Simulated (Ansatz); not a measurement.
One crystal and one scan (energy against volume) at two levels, PBE (plane waves to 420 eV, PAW, scalar-relativistic; Ansatz, a program for electronic structure) and r2SCAN (plane waves to 500 eV, PAW, scalar-relativistic; Ansatz), each from its own relaxed cell and on its own mesh. The cell shown is that of PBE.

Sc (hcp, Mg type)

```yaml
crystal:
  lattice:
    - [3.31949, 0.00000, 0.00000]
    - [-1.65974, 2.87476, 0.00000]
    - [0.00000, 0.00000, 5.16639]
  atoms:
    - { symbol: Sc, position: [0.33333, 0.66667, 0.75000] }
    - { symbol: Sc, position: [0.66667, 0.33333, 0.25000] }
```

E(V) scan at fixed shape, V₀ the volume above. Symmetry pins the atoms to their sites.

The energy includes the smearing's −TS. Sc is run without spin polarisation. Sc was relaxed with its symmetry unable to fall. The PAW data are Ansatz's earlier set. With the shape held, the modulus is that of even scaling; a crystal free to change shape is softer. Percentages come from the unrounded values. Both scans cover V/V₀ from 0.940 to 1.060.

Results of PBE:

Lattice constant a (Å): 3.319
Lattice constant c (Å): 5.166
Relaxed volume (Å³/atom): 24.65
Bulk modulus at fixed cell shape B₀ (third-order Birch-Murnaghan fit) (GPa): 54.3

Q: Estimate the r2SCAN values.

A: 
| quantity | r2SCAN | PBE − r2SCAN |
|---|---|---|
| Lattice constant a (Å) | 3.331 | -0.012 (-0.3 %) |
| Lattice constant c (Å) | 5.194 | -0.028 (-0.5 %) |
| Relaxed volume (Å³/atom) | 24.96 | -0.31 (-1.2 %) |
| Bulk modulus at fixed cell shape B₀ (third-order Birch-Murnaghan fit) (GPa) | 55.1 | -0.8 (-1.4 %) |

PBE gives the lower value for: lattice constant a; lattice constant c; relaxed volume. They agree on: bulk modulus at fixed cell shape B₀ (within 1.5 %).

(Under strain, the slope of the energy per volume gives the stress and its curvature an elastic modulus.)
